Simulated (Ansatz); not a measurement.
Cr (simple cubic, Pm-3m) under volume change, r²SCAN in the plane-wave PAW code Ansatz, scaled uniformly.

```csv
V (Å³/atom),E − E(relaxed) (meV/atom),P (GPa)
11.344,…,…
11.718,31.5,14.24
12.092,7.5,6.56
12.466,0.0,0.00
12.840,6.7,-5.61
13.214,…,…
13.588,54.7,-14.51
```

### Question
What belongs in the gaps?

### Answer

- 11.344, E − E(relaxed) (meV/atom): 75.0
- 11.344, P (GPa): 23.24
- 13.214, E − E(relaxed) (meV/atom): 25.5
- 13.214, P (GPa): -10.40

### Question
What does a third-order Birch–Murnaghan fit give for V₀, B₀ and B′?

### Answer
V₀ = 12.47 Å³/atom, B₀ = 202 GPa, B′ = 4.2.

The cell is a constructed one: a structure type filled with these elements; neither database checked (COD, Materials Project) lists it. It is not the phase usual at ambient conditions (space group No. 229). The r²SCAN relaxation kept the symmetry of its start. At this level the phase is mechanically unstable. The workflow began spin-polarised and lost its moments. The cell computed holds one magnetic atom, so no antiferromagnetic order was within reach.

Potentials: the earlier of the program's two PAW sets.
